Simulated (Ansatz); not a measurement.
Relaxed-ion elastic tensor of BePd (CsCl type, space group No. 221) in GPa (Voigt order), DFT-PBEsol in the program Ansatz with PAW potentials; density 8.76 g/cm³, 10.95 Å³ per atom.

```
 220   177   177   0.0   0.0   0.0
 177   220   177   0.0   0.0   0.0
 177   177   220   0.0   0.0   0.0
 0.0   0.0   0.0  88.9   0.0   0.0
 0.0   0.0   0.0   0.0  88.9   0.0
 0.0   0.0   0.0   0.0   0.0  88.9
```

Q: Is the crystal mechanically stable?

A: Yes: the smallest eigenvalue of C is 42.2 GPa.

Q: Work out the Voigt, Reuss and Hill averages.

A: K_V = 191, K_R = 191, K_H = 191; G_V = 61.8, G_R = 38.9, G_H = 50.3 GPa.

Q: Give Young's modulus, Poisson's ratio, Pugh's ratio and the universal anisotropy index.

A: E = 9KG/(3K + G) = 139 GPa; ν = 0.38; K/G = 3.80 (ductile by the Pugh limit of 1.75); A_U = 5G_V/G_R + K_V/K_R − 6 = 2.94.

Q: Estimate the sound speeds and the Debye temperature.

A: v_l = √((K + 4G/3)/ρ) = 5430 m/s, v_t = √(G/ρ) = 2400 m/s, mean 2710 m/s; Θ = (h/k)(3n/4πV)^(1/3) v_m = 363 K.

Q: Give the Zener ratio and Young's modulus along [100], [110] and [111].

A: A = 2C44/(C11 − C12) = 4.22; 1/E = S11 − 2(S11 − S12 − S44/2)Γ with Γ = 0, 1/4, 1/3 gives 61.0, 136, 231 GPa.

Space group Pm-3m (CsCl type). The workflow started from a Materials Project entry (that database holds measured and hypothetical structures alike); the Crystallography Open Database files this formula in space group No. 221, but the cells were not matched. Whether it is the stable phase at ambient conditions was not checked. Symmetry was held in the PBEsol relaxation; of distortions, only those at the zone centre were tested. No spin polarisation was allowed. As this level gives no gap, shear constants depend on the k-mesh and smearing (Fermi–Dirac, 0.1 eV here).

Potentials: the later of the program's two PAW sets.
